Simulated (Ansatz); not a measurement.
The following input was run with Ansatz 0.2.0.

```yaml
crystal:
  lattice:
    - [-2.2464493642, 2.2464493642, 4.1351827941]
    - [2.2464493642, -2.2464493642, 4.1351827941]
    - [2.2464493642, 2.2464493642, -4.1351827941]
  atoms:
    - { symbol: Ga, position: [0.75, 0.25, 0.5] }
    - { symbol: Ga, position: [0.25, 0.75, 0.5] }
    - { symbol: Ga, position: [0.5, 0.5, 0.0] }
    - { symbol: Sb, position: [0.0, 0.0, 0.0] }
basis:
  ecutwfc: 420
kpoints:
  mp_grid: { grid: [14, 14, 14] }
  band_path:
    path:
      - [[0.0, 0.0, 0.0], [0.0, 0.0, 0.5], [0.25, 0.25, 0.25], [0.0, 0.5, 0.0], [0.0, 0.0, 0.0], [0.5, 0.5, -0.5], [0.32378088, 0.67621912, -0.32378088]]
      - [[-0.32378088, 0.32378088, 0.32378088], [0.0, 0.0, 0.0]]
      - [[0.0, 0.0, 0.5], [-0.14756177, 0.14756177, 0.5]]
      - [[0.5, 0.5, -0.14756177], [0.5, 0.5, -0.5]]
    npoints: 10
hamiltonian:
  xc: pbe
  dispersion: d3bj
scf:
  occupations: { method: gaussian, width: 0.1 }
output:
  forces: true
  stress: true
  eigenvalues: true
  populations: true
  dos: { projected: true, de: 0.02 }
  bader: false
  write_density: true
  write_potential: true
  elf: true
  volumetric_format: npy
magnetization:
  noncollinear: true
  spin_orbit: true
```

Launched with
```bash
ansatz run input.yaml --threads 1 --pin off --max-ram 2560MiB --backend cpu --events-out ev --progress --plain --runs-dir out
```

Theory: DFT PBE+D3(BJ), spin-orbit coupling, plane waves, PAW in Ansatz.

Abridged output:

```
Pseudopotentials: kind: paw_fr
Pseudopotential: Ga, paw_fr, valence charge 13, recommended cutoff 420 eV (normal)#standard-fr
Pseudopotential: Sb, paw_fr, valence charge 15, recommended cutoff 420 eV (normal)#standard-fr
Functional definition: PBE
non-collinear run that drives no moment, with spin-orbit: no starting moment large enough to seed its density (crystal.atoms[].spin), no starting occupations that ask for one, no magnetisation constraint and no magnetic field, so the semilocal B_xc is pinned to zero
Crystal: 4 atoms, lattice volume = 83.473 Å³
Basis set: ecut = 420 eV, 1653 PW (Γ), exchange–correlation on 72×72×72 points (8 copies of the dense FFT grid, shifted against one another)
Bands: 66, of which v1, the nominal top of the filled ones, is band 54 counted from 1 (53 counted from 0)
Symmetry: 16 space group operations + 16 with time reversal
Magnetic group: BNS 139.532 (UNI 1192), of the structure as read, at distance tolerance 4.4e-5 Å
k-points: 244 of 2744
Projection manifold: j_resolved (fully-relativistic pseudo-atomic orbitals)
Initial density: superposition of atomic densities (chi_scale 0.1, normalization cell, long waves kept (reshape's long-wave potential 0.00 eV rms))
Initial wavefunctions: pseudopotential atomic-orbital guess
Functional: x = pbe(κ = 0.804, μ = 0.21951497), c = pbe(β = 0.06672455)
SCF iter   1: F=—  HF=-17837.487588 eV  |F-HF|=—  |Δ(HF+E_count)|=         —  Δρ=1.90e-2  dr2=5.08e-1  dr2_m=0.00e0 (ungated) ethr=3.10e-3  |M|=0.00e0 ∫|m|=0.00e0 μB  |m|>n=0.0e0 m-floor=0.0e0 τ_xc=0.0e0  β_m=0.30  ⟨swp⟩=6.2  Hψ=34963  notcnv=0  defer=72
spin=Noncollinear: Kerker preconditioning applied to the charge; magnetization (m_x, m_y, m_z) channels mix plain (no charge-response kernel on spin).
SCF iter   2: F=—  HF=-17837.406512 eV  |F-HF|=—  |Δ(HF+E_count)|=   8.11e-2  Δρ=1.45e-2  dr2=3.02e-1  dr2_m=0.00e0 (ungated) ethr=9.40e-4  |M|=0.00e0 ∫|m|=0.00e0 μB  |m|>n=0.0e0 m-floor=0.0e0 τ_xc=0.0e0  β_m=0.65  ⟨swp⟩=1.7  Hψ=9552  notcnv=0  defer=446
SCF iter   3: F=—  HF=-17837.309309 eV  |F-HF|=—  |Δ(HF+E_count)|=   9.72e-2  Δρ=2.45e-3  dr2=3.21e-3  dr2_m=0.00e0 (ungated) ethr=5.58e-4  |M|=0.00e0 ∫|m|=0.00e0 μB  |m|>n=0.0e0 m-floor=0.0e0 τ_xc=0.0e0  β_m=0.76  ⟨swp⟩=2.2  Hψ=14866  notcnv=0  defer=446
SCF iter   4: F=—  HF=-17837.309185 eV  |F-HF|=—  |Δ(HF+E_count)|=   1.25e-4  Δρ=1.33e-3  dr2=1.10e-3  dr2_m=0.00e0 (ungated) ethr=5.94e-6  |M|=0.00e0 ∫|m|=0.00e0 μB  |m|>n=0.0e0 m-floor=0.0e0 τ_xc=0.0e0  β_m=0.60  ⟨swp⟩=2.0  Hψ=14359  notcnv=0  defer=580
SCF iter   5: F=—  HF=-17837.307734 eV  |F-HF|=—  |Δ(HF+E_count)|=   1.45e-3  Δρ=3.84e-4  dr2=1.39e-4  dr2_m=0.00e0 (ungated) ethr=2.03e-6  |M|=0.00e0 ∫|m|=0.00e0 μB  |m|>n=0.0e0 m-floor=0.0e0 τ_xc=0.0e0  β_m=0.80  ⟨swp⟩=2.0  Hψ=12758  notcnv=0  defer=580
SCF iter   6: F=—  HF=-17837.307739 eV  |F-HF|=—  |Δ(HF+E_count)|=   4.96e-6  Δρ=1.70e-4  dr2=3.32e-5  dr2_m=0.00e0 (ungated) ethr=2.57e-7  |M|=0.00e0 ∫|m|=0.00e0 μB  |m|>n=0.0e0 m-floor=0.0e0 τ_xc=0.0e0  β_m=0.90  ⟨swp⟩=2.0  Hψ=13996  notcnv=0  defer=580
SCF iter   7: F=—  HF=-17837.307746 eV  |F-HF|=—  |Δ(HF+E_count)|=   7.16e-6  Δρ=2.99e-5  dr2=1.18e-6  dr2_m=0.00e0 (ungated) ethr=6.14e-8  |M|=0.00e0 ∫|m|=0.00e0 μB  |m|>n=0.0e0 m-floor=0.0e0 τ_xc=0.0e0  β_m=0.95  ⟨swp⟩=2.0  Hψ=14504  notcnv=0  defer=1256
SCF iter   8: F=—  HF=-17837.307746 eV  |F-HF|=—  |Δ(HF+E_count)|=   1.51e-7  Δρ=1.28e-5  dr2=1.85e-7  dr2_m=0.00e0 (ungated) ethr=2.18e-9  |M|=0.00e0 ∫|m|=0.00e0 μB  |m|>n=0.0e0 m-floor=0.0e0 τ_xc=0.0e0  β_m=0.90  ⟨swp⟩=2.0  Hψ=12748  notcnv=0  defer=1256
SCF iter   9: F=—  HF=-17837.307746 eV  |F-HF|=—  |Δ(HF+E_count)|=   4.39e-8  Δρ=8.77e-6  dr2=5.79e-8  dr2_m=0.00e0 (ungated) ethr=1.85e-10  |M|=0.00e0 ∫|m|=0.00e0 μB  |m|>n=0.0e0 m-floor=0.0e0 τ_xc=0.0e0  β_m=0.76  ⟨swp⟩=14.4  Hψ=63003  notcnv=0
SCF iter  10: F=-17837.307746 eV  HF=-17837.307746 eV  |F-HF|=2.33e-8  |Δ(HF+E_count)|=   4.30e-8  Δρ=3.57e-6  dr2=1.04e-8  dr2_m=0.00e0 (ungated) ethr=1.07e-10  |M|=0.00e0 ∫|m|=0.00e0 μB  |m|>n=0.0e0 m-floor=0.0e0 τ_xc=0.0e0  ⟨swp⟩=7.1  Hψ=45800  notcnv=0
SCF 1 converged in 10 iterations: F = -17837.307746 eV  dr2 = 1.04e-8
SCF converged after 10 iterations
Magnetization: |M| = 0.0000 μB, M = (+0.0000, +0.0000, +0.0000) μB
Absolute magnetization: 0.0000 μB (∫|m|)
  site 0: m = (+0.0000, +0.0000, +0.0000) μB, |m| = 0.0000 μB  (R = 1.26 Å)
  site 1: m = (+0.0000, +0.0000, +0.0000) μB, |m| = 0.0000 μB  (R = 1.26 Å)
  site 2: m = (+0.0000, +0.0000, +0.0000) μB, |m| = 0.0000 μB  (R = 1.26 Å)
  site 3: m = (+0.0000, +0.0000, +0.0000) μB, |m| = 0.0000 μB  (R = 1.26 Å)
Free energy (F): -17837.307746 eV
Harris-Foulkes:  -17837.307746 eV  (|F-HF|=2.33e-8)
Internal energy: -17837.301458 eV  (E = F + TS)
E sigma→0 (E₀):  -17837.304602 eV
Entropy (-TS):   -0.006288 eV (-1.572 meV/atom)
Fermi energy:    10.436444 eV
--- Per-component energies (eV) ---
  E_band       = -241.347820
  E_kinetic    = 551.434124
  E_local      = -6793.032900  (includes V_loc(G=0)·N_el)
  E_nonlocal   = 1627.747037
  E_hartree    = 3175.568089
  E_xc         = -347.931125
  E_vxc        = -272.033440  (∫ρ·V_xc dr)
  E_paw        = -10532.267569  (= ΣΔE_a)
  E_vpaw       = -1706.597353  (= ΣTr[D̂ρ^β])
  E_aug_tail   = -0.000322  (compensation charges beyond the density's cutoff)
  E_ewald      = -5517.390049
  E_disp       = -1.428743  (pairwise vdW)
  E_smearing   = -0.006288  (= −TS)
--- Forces (eV/Å), atoms counted from 1 ---
  atom   1  Ga     0.00000000     0.00000000     0.00000000
  atom   2  Ga     0.00000000     0.00000000     0.00000000
  atom   3  Ga     0.00000000     0.00000000     0.00000000
  atom   4  Sb     0.00000000     0.00000000     0.00000000
--- Stress (GPa, compression-positive) ---
        0.011598       0.000000       0.000000
        0.000000       0.011598       0.000000
        0.000000       0.000000       0.044894
  P = ⅓ Tr σ = 0.0227 GPa (0.227 kbar)
--- Band table (eV; the first three rows and the last of 244) ---
  k-point 0: bands = ["-19.4598", "-19.4598", "-19.4558", "-19.4558", "-18.2200", "-18.2200", "-18.2199", "-18.2199", "-18.2150", "-18.2150", "-4.7296", "-4.7296", "-4.7202", "-4.7202", "-4.7153", "-4.7153", "-4.7068", "-4.7068", "-4.7066", "-4.7066", "-4.6980", "-4.6980", "-4.2981", "-4.2981", "-4.2958", "-4.2958", "-4.2588", "-4.2588", "-4.2443", "-4.2443", "-4.2439", "-4.2439", "-4.2188", "-4.2188", "-4.2156", "-4.2156", "-4.1821", "-4.1821", "-4.1515", "-4.1515", "-1.5454", "-1.5454", "5.6586", "5.6586", "7.3954", "7.3954", "7.8990", "7.8990", "8.3038", "8.3038", "8.3525", "8.3525", "8.6144", "8.6144", "9.7738", "9.7738", "9.8656", "9.8656", "10.5633", "10.5633", "10.8027", "10.8027", "1 ...
  k-point 1: bands = ["-19.4598", "-19.4598", "-19.4558", "-19.4558", "-18.2199", "-18.2199", "-18.2198", "-18.2198", "-18.2150", "-18.2150", "-4.7279", "-4.7279", "-4.7200", "-4.7200", "-4.7160", "-4.7160", "-4.7073", "-4.7073", "-4.7059", "-4.7059", "-4.6963", "-4.6963", "-4.2969", "-4.2969", "-4.2940", "-4.2940", "-4.2589", "-4.2589", "-4.2456", "-4.2456", "-4.2446", "-4.2446", "-4.2179", "-4.2179", "-4.2161", "-4.2161", "-4.1846", "-4.1846", "-4.1543", "-4.1543", "-1.4740", "-1.4740", "5.4094", "5.4094", "7.4184", "7.4184", "7.5095", "7.5095", "8.0628", "8.0628", "8.1978", "8.1978", "9.0487", "9.0487", "9.1997", "9.1997", "10.3648", "10.3648", "11.2792", "11.2792", "11.3810", "11.3810",  ...
  k-point 2: bands = ["-19.4597", "-19.4597", "-19.4556", "-19.4556", "-18.2199", "-18.2199", "-18.2197", "-18.2197", "-18.2148", "-18.2148", "-4.7242", "-4.7242", "-4.7194", "-4.7194", "-4.7172", "-4.7172", "-4.7079", "-4.7079", "-4.7044", "-4.7044", "-4.6928", "-4.6928", "-4.2934", "-4.2934", "-4.2895", "-4.2895", "-4.2595", "-4.2595", "-4.2499", "-4.2499", "-4.2449", "-4.2449", "-4.2186", "-4.2186", "-4.2157", "-4.2157", "-4.1892", "-4.1892", "-4.1621", "-4.1621", "-1.2603", "-1.2603", "4.8877", "4.8877", "6.8508", "6.8508", "7.2898", "7.2898", "7.5294", "7.5294", "8.1172", "8.1172", "8.6556", "8.6556", "9.7906", "9.7906", "11.3098", "11.3098", "11.4843", "11.4843", "12.2797", "12.2797",  ...
  k-point 243: bands = ["-19.4595", "-19.4595", "-19.4558", "-19.4558", "-18.2197", "-18.2197", "-18.2195", "-18.2195", "-18.2150", "-18.2150", "-4.7336", "-4.7336", "-4.7245", "-4.7245", "-4.7237", "-4.7237", "-4.7154", "-4.7154", "-4.7092", "-4.7092", "-4.6984", "-4.6984", "-4.2951", "-4.2951", "-4.2746", "-4.2746", "-4.2724", "-4.2724", "-4.2467", "-4.2467", "-4.2439", "-4.2439", "-4.2258", "-4.2258", "-4.2043", "-4.2043", "-4.1586", "-4.1586", "-4.1396", "-4.1396", "-0.0969", "-0.0969", "1.6668", "1.6668", "5.7770", "5.7770", "6.5474", "6.5474", "6.7148", "6.7148", "6.9473", "6.9473", "13.0969", "13.0969", "14.1707", "14.1707", "14.3786", "14.3786", "14.6362", "14.6362", "15.5106", "15.5 ...
--- Löwdin populations: 4 sites ---
  site symbol q [e]
     0     Ga     13.1424
     1     Ga     13.1424
     2     Ga     13.1054
     3     Sb     14.4892
  spilling = 0.002233 (of n_electrons = 54.000000)
```

Self-consistency was reached.

The run took 3.7 min on 1 thread of Intel(R) Xeon(R) 6975P-C (Granite Rapids), with other jobs on the host, peak memory 1.9 GiB.